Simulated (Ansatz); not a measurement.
Relaxation of a relaxed Sn cell displaced along its unstable phonon at q = Γ (34i cm⁻¹), largest move 0.15 Å; 3 atoms in the cell, which starts as P6mm (No. 183), hP3; a = b = 5.486 Å, c = 3.219 Å, α = β = 90.00°, γ = 120.00°. These are PBE (plane waves to 420 eV, PAW, scalar-relativistic; Ansatz, an electronic-structure program) values and carry that method's errors. Γ-centred k-mesh 7×7×10 on the run's cell (coarser than for final values), Fermi–Dirac smearing 0.05 eV. This is the first round of the run. 

The optimiser's lines from the output (shortened; P is positive under compression):

```
relax step   1: F+E_penalty+E_count = -18072.40608546 eV  Δ(F+E_penalty+E_count) = +0.000e0 eV  max|allowed force component| = 7.844e-2 eV/Å  Δτ_max = 0.0000 Å  P = -0.002 GPa  Ω = 83.904 Å³  (6 SCF iters, dr2 threshold 1.00e-7 eV, accepted)
relax step   2: F+E_penalty+E_count = -18072.41424768 eV  Δ(F+E_penalty+E_count) = -8.162e-3 eV  max|allowed force component| = 6.490e-2 eV/Å  Δτ_max = 0.0288 Å  P = -0.044 GPa  Ω = 83.943 Å³  (4 SCF iters, dr2 threshold 3.00e-7 eV, accepted)
relax step   3: F+E_penalty+E_count = -18072.40553052 eV  Δ(F+E_penalty+E_count) = +8.717e-3 eV  max|allowed force component| = 5.875e-2 eV/Å  Δτ_max = 0.1279 Å  P = +0.993 GPa  Ω = 82.922 Å³  (5 SCF iters, dr2 threshold 3.00e-7 eV, rejected (line search))
relax step   4: F+E_penalty+E_count = -18072.42200036 eV  Δ(F+E_penalty+E_count) = -7.753e-3 eV  max|allowed force component| = 5.583e-2 eV/Å  Δτ_max = 0.0629 Å  P = -0.094 GPa  Ω = 84.236 Å³  (10 SCF iters, accepted)
relax step   5: F+E_penalty+E_count = -18072.42792569 eV  Δ(F+E_penalty+E_count) = -5.925e-3 eV  max|allowed force component| = 3.657e-2 eV/Å  Δτ_max = 0.0768 Å  P = -0.047 GPa  Ω = 84.459 Å³  (5 SCF iters, dr2 threshold 1.95e-7 eV, accepted)
relax step   6: F+E_penalty+E_count = -18072.44391905 eV  Δ(F+E_penalty+E_count) = -1.599e-2 eV  max|allowed force component| = 2.565e-2 eV/Å  Δτ_max = 0.1465 Å  P = +0.006 GPa  Ω = 84.876 Å³  (6 SCF iters, dr2 threshold 2.58e-7 eV, accepted)
relax step   7: F+E_penalty+E_count = -18072.48592100 eV  Δ(F+E_penalty+E_count) = -4.200e-2 eV  max|allowed force component| = 7.081e-2 eV/Å  Δτ_max = 0.1953 Å  P = -0.172 GPa  Ω = 85.363 Å³  (6 SCF iters, dr2 threshold 3.00e-7 eV, accepted)
relax step   8: F+E_penalty+E_count = -18072.49615427 eV  Δ(F+E_penalty+E_count) = -1.023e-2 eV  max|allowed force component| = 8.454e-3 eV/Å  Δτ_max = 0.2000 Å  P = +0.172 GPa  Ω = 84.914 Å³  (6 SCF iters, dr2 threshold 3.00e-7 eV, accepted)
relax step   9: F+E_penalty+E_count = -18072.49204160 eV  Δ(F+E_penalty+E_count) = +4.113e-3 eV  max|allowed force component| = 3.272e-3 eV/Å  Δτ_max = 0.1968 Å  P = -0.065 GPa  Ω = 85.513 Å³  (6 SCF iters, dr2 threshold 3.00e-7 eV, rejected (line search))
relax step  10: F+E_penalty+E_count = -18072.49898765 eV  Δ(F+E_penalty+E_count) = -2.833e-3 eV  max|allowed force component| = 9.769e-3 eV/Å  Δτ_max = 0.0935 Å  P = -0.103 GPa  Ω = 85.467 Å³  (10 SCF iters, accepted)
relax step  11: F+E_penalty+E_count = -18072.49960635 eV  Δ(F+E_penalty+E_count) = -6.187e-4 eV  max|allowed force component| = 5.040e-3 eV/Å  Δτ_max = 0.0529 Å  P = +0.084 GPa  Ω = 85.144 Å³  (5 SCF iters, dr2 threshold 3.64e-8 eV, accepted)
relax step  12: F+E_penalty+E_count = -18072.49980840 eV  Δ(F+E_penalty+E_count) = -2.020e-4 eV  max|allowed force component| = 9.034e-4 eV/Å  Δτ_max = 0.0553 Å  P = +0.002 GPa  Ω = 85.300 Å³  (5 SCF iters, dr2 threshold 3.53e-8 eV, accepted)
relax step  13: F+E_penalty+E_count = -18072.49984852 eV  Δ(F+E_penalty+E_count) = -4.012e-5 eV  max|allowed force component| = 2.709e-4 eV/Å  Δτ_max = 0.0071 Å  P = -0.005 GPa  Ω = 85.307 Å³  (3 SCF iters, dr2 threshold 3.48e-8 eV, accepted)
relax step  14: F+E_penalty+E_count = -18072.50024238 eV  Δ(F+E_penalty+E_count) = -3.939e-4 eV  max|allowed force component| = 2.835e-4 eV/Å  Δτ_max = 0.0000 Å  P = -0.006 GPa  Ω = 85.307 Å³  stress off target by 2.00e-2 GPa  SCF on the basis re-selected at this cell (its energy is not comparable with the rows above)  (6 SCF iters)
relax step  15: F+E_penalty+E_count = -18072.50024579 eV  Δ(F+E_penalty+E_count) = -3.413e-6 eV  max|allowed force component| = 3.303e-6 eV/Å  Δτ_max = 0.0039 Å  P = -0.000 GPa  Ω = 85.297 Å³  (4 SCF iters, dr2 threshold 1.00e-9 eV, accepted)
relax step  16: F+E_penalty+E_count = -18072.50024519 eV  Δ(F+E_penalty+E_count) = +6.033e-7 eV  max|allowed force component| = 4.499e-6 eV/Å  Δτ_max = 0.0000 Å  P = -0.000 GPa  Ω = 85.297 Å³  stress off target by 6.41e-4 GPa  SCF on the basis re-selected at this cell (its energy is not comparable with the rows above)  (5 SCF iters)
```

From the first to the last row the energy changes by -0.03 eV/atom and the volume by +1.7 %. The last row is marked as not comparable with the walk above it, whose basis was carried along; it does compare with step 1, since both stand on a basis selected at the nominal cutoff for their own cell.

Steps 3, 9 were rejected by the optimiser.

Later rounds, restarted from the end of this one on a renewed k-mesh, logged 3 more steps and released under 0.01 eV/atom more. The final structure after all rounds: P6/mmm (No. 191), hP1, AFLOW prototype A_hP1_191_a (A_f, as in Sn); a = 3.2658 Å, b = 3.2658 Å, c = 3.0816 Å, α = 90.00°, β = 90.00°, γ = 120.00°. Between re-selections the logged energies stand on a plane-wave basis carried along with the cell. No spin polarisation in the result.

The run could not lose the symmetry of its start: the end is stationary, and may be a saddle point rather than a minimum.

The relaxed structure here is a generated cell of Sn: the first start was made by placing the elements on the sites of a structure type, and the end was not matched to a known phase here, so it may be hypothetical. Known forms of Sn include space group No. 141, 227.
